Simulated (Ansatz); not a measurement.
A relaxed structure of SnSe. Space group Fm-3m (No. 225), rock salt type. Calculation: PBEsol (plane waves to 420 eV, PAW, scalar-relativistic; Ansatz, an electronic-structure program).

```cif
data_SeSn
_chemical_formula_sum 'Sn1 Se1'
_space_group_name_H-M_alt 'P 1'
_space_group_IT_number 1
_cell_length_a 4.20675
_cell_length_b 4.20675
_cell_length_c 4.20675
_cell_angle_alpha 60.000
_cell_angle_beta 60.000
_cell_angle_gamma 60.000
loop_
_space_group_symop_operation_xyz
  'x, y, z'
loop_
_atom_site_label
_atom_site_type_symbol
_atom_site_fract_x
_atom_site_fract_y
_atom_site_fract_z
_atom_site_occupancy
Sn1 Sn 0.00000 0.00000 0.00000 1
Se1 Se 0.50000 0.50000 0.50000 1
```

Volume per atom: 26.32 Å³
Band gap: no clear gap: the sampled points leave 0.17 eV away from the symmetry points, which may be a band crossing missed between them
Shortest distances: Se–Sn 2.97 Å
k-mesh: 10×10×10

No spin polarisation in the result.

The run could not lose the symmetry of its start.

All atoms sit on sites fixed by symmetry, so only the cell could relax.

The first start was generated by placing the elements on the sites of a structure type. A measured structure of SnSe has the same space group, Fm-3m (No. 225); the sites were not compared with it. Another known form has space group No. 62.
